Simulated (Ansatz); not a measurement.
Relaxation of a randomly generated symmetric cell of SnSe (space group No. 38); 4 atoms in the cell, which starts as Amm2 (No. 38), oS8; a = 5.695 Å, b = 6.230 Å, c = 8.021 Å, α = β = γ = 90.00°. Level of theory: PBE (plane waves to 420 eV, PAW, scalar-relativistic; Ansatz, a quantum-chemistry and plane-wave program). Γ-centred k-mesh 4×5×5 on the run's cell (coarser than for final values), Fermi–Dirac smearing 0.05 eV. This is the first round of the run. 

The optimiser's lines from the output (shortened; P is positive under compression):

```
relax step   1: F+E_penalty+E_count = -22987.34968161 eV  Δ(F+E_penalty+E_count) = +0.000e0 eV  max|allowed force component| = 2.978e-1 eV/Å  Δτ_max = 0.0000 Å  P = -2.185 GPa  Ω = 142.289 Å³  (8 SCF iters, dr2 threshold 1.00e-7 eV, accepted)
relax step   2: F+E_penalty+E_count = -22987.69987832 eV  Δ(F+E_penalty+E_count) = -3.502e-1 eV  max|allowed force component| = 3.987e-1 eV/Å  Δτ_max = 0.1442 Å  P = -0.610 GPa  Ω = 130.283 Å³  (8 SCF iters, dr2 threshold 4.00e-7 eV, accepted)
relax step   3: F+E_penalty+E_count = -22987.96048263 eV  Δ(F+E_penalty+E_count) = -2.606e-1 eV  max|allowed force component| = 2.918e-1 eV/Å  Δτ_max = 0.1985 Å  P = -0.241 GPa  Ω = 125.024 Å³  (8 SCF iters, dr2 threshold 4.00e-7 eV, accepted)
relax step   4: F+E_penalty+E_count = -22987.99875207 eV  Δ(F+E_penalty+E_count) = -3.827e-2 eV  max|allowed force component| = 9.414e-1 eV/Å  Δτ_max = 0.1616 Å  P = +1.352 GPa  Ω = 120.722 Å³  (7 SCF iters, dr2 threshold 4.00e-7 eV, accepted)
relax step   5: F+E_penalty+E_count = -22988.20817561 eV  Δ(F+E_penalty+E_count) = -2.094e-1 eV  max|allowed force component| = 3.522e-1 eV/Å  Δτ_max = 0.1913 Å  P = +0.658 GPa  Ω = 116.800 Å³  (7 SCF iters, dr2 threshold 4.00e-7 eV, accepted)
relax step   6: F+E_penalty+E_count = -22988.29370566 eV  Δ(F+E_penalty+E_count) = -8.553e-2 eV  max|allowed force component| = 3.567e-1 eV/Å  Δτ_max = 0.0999 Å  P = +0.472 GPa  Ω = 113.697 Å³  (6 SCF iters, dr2 threshold 4.00e-7 eV, accepted)
relax step   7: F+E_penalty+E_count = -22988.32428208 eV  Δ(F+E_penalty+E_count) = -3.058e-2 eV  max|allowed force component| = 3.189e-2 eV/Å  Δτ_max = 0.1133 Å  P = +0.052 GPa  Ω = 112.387 Å³  (6 SCF iters, dr2 threshold 4.00e-7 eV, accepted)
relax step   8: F+E_penalty+E_count = -22988.32493133 eV  Δ(F+E_penalty+E_count) = -6.493e-4 eV  max|allowed force component| = 6.035e-3 eV/Å  Δτ_max = 0.0255 Å  P = -0.007 GPa  Ω = 112.186 Å³  (6 SCF iters, dr2 threshold 6.36e-8 eV, accepted)
relax step   9: F+E_penalty+E_count = -22988.32496621 eV  Δ(F+E_penalty+E_count) = -3.488e-5 eV  max|allowed force component| = 1.419e-3 eV/Å  Δτ_max = 0.0068 Å  P = +0.011 GPa  Ω = 112.106 Å³  (6 SCF iters, dr2 threshold 1.88e-9 eV, accepted)
relax step  10: F+E_penalty+E_count = -22988.32387454 eV  Δ(F+E_penalty+E_count) = +1.092e-3 eV  max|allowed force component| = 1.694e-3 eV/Å  Δτ_max = 0.0000 Å  P = +0.006 GPa  Ω = 112.106 Å³  stress off target by 8.20e-3 GPa  SCF on the basis re-selected at this cell (its energy is not comparable with the rows above)  (7 SCF iters)
```

From the first to the last row the energy changes by -0.24 eV/atom and the volume by -21.2 %. The last row is marked as not comparable with the walk above it, whose basis was carried along; it does compare with step 1, since both stand on a basis selected at the nominal cutoff for their own cell.

Later rounds, restarted from the end of this one on a renewed k-mesh, logged 11 more steps and released under 0.01 eV/atom more. The final structure after all rounds: I4mm (No. 107), tI4; a = 4.287 Å, b = 4.287 Å, c = 6.085 Å, α = 90.00°, β = 90.00°, γ = 90.00°. Between re-selections the logged energies stand on a plane-wave basis carried along with the cell. No spin polarisation in the result.

The run could not lose the symmetry of its start, so the end can be a saddle point.

The relaxed structure here is a generated cell of SnSe: the first start was made by a random draw of sites in a space group, and the end was not matched to a known phase here, so it may be hypothetical. Known forms of SnSe include space group No. 62.
